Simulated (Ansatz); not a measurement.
BAs (zinc blende)

```yaml
crystal:
  lattice:
    - [0.00000, 4.80934, 4.80934]
    - [2.40467, 0.00000, 2.40467]
    - [2.40467, 2.40467, 0.00000]
  atoms:
    - { symbol: As, position: [0.37500, 0.75000, 0.75000] }
    - { symbol: As, position: [0.87500, 0.75000, 0.75000] }
    - { symbol: B, position: [0.00000, 0.00000, 0.00000] }
    - { symbol: B, position: [0.50000, 0.00000, 0.00000] }
```

A phonon eigenvector at L = (0.5, 0.0, 0.0) is frozen into this cell: atom i moves by Q times the vector below, so Q is the largest atomic displacement, in Å. The cell is held. It is one choice among 2 degenerate patterns. (q is in reciprocal vectors of the primitive cell; the cell shown is doubled to hold the pattern.)

```tsv
atom	x	y	z
As1	-0.285	0.520	-0.805
As2	0.285	-0.520	0.805
B3	0.250	-0.457	0.707
B4	-0.250	0.457	-0.707
```

The numbers are results of PBE (plane waves to 420 eV, PAW, scalar-relativistic; Ansatz, a first-principles code), not measurements. k mesh 6×12×12 (Γ-centred), Fermi-Dirac smearing 0.05 eV. BAs was relaxed with its symmetry unable to fall.

At one point of the scan the forces (eV/Å) are:

```csv
atom,Fx,Fy,Fz
As1,0.172,-0.285,0.380
As2,-0.113,0.233,-0.417
B3,-0.048,0.060,-0.035
B4,-0.011,-0.008,0.071
```

**Question.** Which point is it?
A. Q = 0.093 Å
B. Q = 0.280 Å
C. Q = 0.233 Å
D. Q = 0.140 Å

**Answer.** A, Q = 0.093 Å

(For displaced atoms, the force is minus the slope of the energy, and its curvature is a force constant, which sets phonon frequencies.)
